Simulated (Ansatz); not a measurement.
A generator proposed this cell of ZrNbGe2.

```cif
data_structure
_symmetry_space_group_name_H-M 'P6mm'
_symmetry_Int_Tables_number 183
_cell_length_a 3.7087
_cell_length_b 3.7087
_cell_length_c 6.7593
_cell_angle_alpha 90.000
_cell_angle_beta 90.000
_cell_angle_gamma 120.000
_cell_volume 80.51
loop_
_atom_site_label
_atom_site_type_symbol
_atom_site_symmetry_multiplicity
_atom_site_Wyckoff_symbol
_atom_site_fract_x
_atom_site_fract_y
_atom_site_fract_z
_atom_site_occupancy
Zr1 Zr 1 a 0.00000 0.00000 0.12535 1
Nb1 Nb 1 a 0.00000 0.00000 0.59910 1
Ge1 Ge 2 b 0.33333 0.66667 0.92063 1
```

Computed with Ansatz 0.2.0, DFT PBE, scalar-relativistic, plane waves, PAW. Settings: cutoff 420 eV, Γ-centred mesh 6×6×4 on the computed 4-atom cell, Gaussian smearing of 0.10 eV; no spin polarisation.

The zero of energy is the elements' standard structures at the same level; no fitted shifts are applied.

Question: What does a single point on this coarse mesh give?

Answer: The pressure is 25.0 GPa (the mean over three directions, positive in compression), the largest force is 6.12 eV/Å, and the energy is +1.51 eV/atom against the elements. The shortest distance is 2.14 Å.

Question: How much does it gain on relaxing, and where does it end?

Answer: Relaxing gains about 1.1 eV/atom (the start's value is from the coarse mesh, so the gain is rough) in 21 ionic steps and ends at +0.45 eV/atom on the finer mesh. The symmetry stays P6mm (No. 183). The volume per atom grows by 20.1 %, from 20.1 to 24.2 Å³. The shortest distance goes from 2.14 Å (Ge–Ge) to 2.53 Å (Zr–Nb). The ratio c/a of the conventional cell changes by a factor of 0.69. Conventional cell: a = 4.450 Å, c = 5.636 Å. Around Zr lie 1 Nb at 2.53 Å, 6 Ge at 2.94 Å and 1 Nb at 3.10 Å; Nb has 1 Zr at 2.53 Å, 6 Ge at 2.79 Å and 1 Zr at 3.10 Å; Ge is surrounded by 3 Ge at 2.57 Å, 3 Nb at 2.79 Å and 3 Zr at 2.94 Å.

The last run used a 12×12×8 mesh (in the run's order of axes) for its 4-atom cell and Gaussian smearing of 0.10 eV. The relaxation can't lower the symmetry of the start. A structure relaxed within its symmetry needn't be a true minimum. Another cell of ZrNbGe2 relaxed alike, in R-3m, lies 0.90 eV/atom lower, so this cell isn't the stable form at this level.
